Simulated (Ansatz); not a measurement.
## Electric field gradients in Cs3Sc2I9

The cell is a Materials Project structure (computed, not necessarily an observed phase), taken as it stands.

```
Cs Sc I
1.0
     8.50659    0.00000    0.00000
    -4.25329    7.36692    0.00000
     0.00000    0.00000   21.37010
Cs Sc I
6 4 18
Cartesian
  0.0000 4.9113 1.4860
  4.2533 2.4556 19.8841
  4.2533 2.4556 12.1711
  0.0000 4.9113 9.1990
  0.0000 0.0000 5.3425
  0.0000 0.0000 16.0276
  0.0000 4.9113 14.0741
  4.2533 2.4556 7.2960
  4.2533 2.4556 3.3891
  0.0000 4.9113 17.9810
  0.0000 2.5090 12.6000
  4.2533 4.8579 8.7701
  2.0804 6.1124 12.6000
  4.2533 4.8579 1.9150
  2.1728 1.2545 8.7701
  0.0000 2.5090 19.4551
  -2.0804 6.1124 12.6000
  2.1728 1.2545 1.9150
  6.3337 1.2545 8.7701
  2.0804 6.1124 19.4551
  6.3337 1.2545 1.9150
  -2.0804 6.1124 19.4551
  4.2533 0.1532 5.3425
  0.0000 7.2137 16.0276
  6.2472 3.6068 5.3425
  -1.9939 3.7601 16.0276
  2.2593 3.6068 5.3425
  1.9939 3.7601 16.0276
```

Sites (sets of like atoms) are named by element and the number of their first atom in this list.

The numbers come from a DFT calculation in Ansatz (PBE, plane waves and PAW, scalar-relativistic, 420 eV cutoff, Γ-centred 4×4×2 k-points, Fermi–Dirac smearing 0.02 eV).

C_Q = eQV_zz/h, which is 24.18 MHz for Q = 1 b and V_zz = 10²¹ V/m²; η = (V_xx − V_yy)/V_zz. Directions are in the Cartesian axes of the cell vectors above, for the atom listed; none is given where the gradient is under 0.02 or η is above 0.95.

```csv
site,first atom,first shell,V_zz (10²¹ V/m²),η,"direction of V_zz (x, y, z)"
Cs1,1,12 I at 4.16–4.66 Å,1.58,0.00,0.00 0.00 1.00
Cs5,5,12 I at 4.25–4.26 Å,-1.00,0.00,0.00 0.00 1.00
Sc,7,6 I at 2.82–3.02 Å,0.44,0.00,0.00 0.00 1.00
I11,11,1 Sc at 2.82 Å,15.36,0.00,0.00 0.83 0.55
I23,23,"2 Sc at 3.02 Å, angle 81°",-20.2,0.47,1.00 0.00 0.00
```

An axis of threefold or higher order runs through Cs1, Cs5 and Sc, so V_zz lies along it and η is zero. At I11 V_zz points along its bond to Sc (within 3°). At I23 V_zz stands upright on the plane of its two bonds (within 1°).

Without spin–orbit coupling the gradients at and beside I can be off by some per cent, at some sites by more.

The run took 3.5 min of wall time (6.9 min of CPU time) and 4 GiB at its peak, on 2 threads of Arm Neoverse V1 (aarch64; 28 cores open to the job, memory cap 5.0 GiB, no GPU), a shared host with a load of 0.8 a core.
